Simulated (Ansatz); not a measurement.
CdO in space group P4_2/mmc (No. 131; Cd on 2c, O on 2e) at seven volumes, the program Ansatz at the HSE06 level (PAW), shape and atoms relaxed at each. One row is withheld.

| V (Å³/atom) | P (GPa) |
|---|---|
| 14.607 | 11.00 |
| 15.088 | 6.78 |
| 15.570 | 3.14 |
| 16.052 | 0.00 |
| 16.533 | ? |
| 17.015 | -5.02 |
| 17.496 | -7.00 |

Task: Fit the shown pressures and predict the withheld one.

Result: P = (3/2)B₀(x^(7/2) − x^(5/2))[1 + (3/4)(B′ − 4)(x − 1)] with x = (V₀/V)^(2/3). Least squares on the six rows gives V₀ = 16.053 Å³/atom, B₀ = 96.6 GPa, B′ = 3.98. At V = 16.533, x = 0.9805 and P = -2.68 GPa. The run itself gave -2.70 GPa.

The cell is a constructed one: a structure type filled with these elements; neither database checked (COD, Materials Project) lists it. It is not the phase usual at ambient conditions (space group No. 225). The cell was relaxed with HSE06 under the symmetry of its start; whether a distortion lowers the energy is not shown. The hybrid run found no gap, on a coarse k-mesh.

Potentials: the later of the program's two PAW sets.
